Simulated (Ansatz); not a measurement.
This cell of Al (fcc, Cu type) is off equilibrium:

```
Al
1.0
    0.00000     4.04047     4.04047
    2.02024     0.00000     2.02024
    2.02024     2.02024     0.00000
Al
2
Cartesian
 -0.02887   0.02887   0.02887
  2.04910   1.99137   4.01161
```

All values below come from PBE (plane waves to 420 eV, PAW, scalar-relativistic; Ansatz, a first-principles code). k mesh 10×20×20 (Γ-centred), Fermi-Dirac smearing 0.05 eV. Stress and pressure are positive under compression. With partly filled bands, energies and forces of such displacements shift with the k mesh and the smearing. Al was relaxed with its symmetry unable to fall.

Task: What forces act on the atoms (eV/Å, Cartesian)?

Result: 
| atom | Fx | Fy | Fz |
|---|---|---|---|
| Al1 | 0.297 | -0.297 | -0.297 |
| Al2 | -0.297 | 0.297 | 0.297 |

(For displaced atoms, the force is minus the slope of the energy, and its curvature is a force constant, which sets phonon frequencies.)
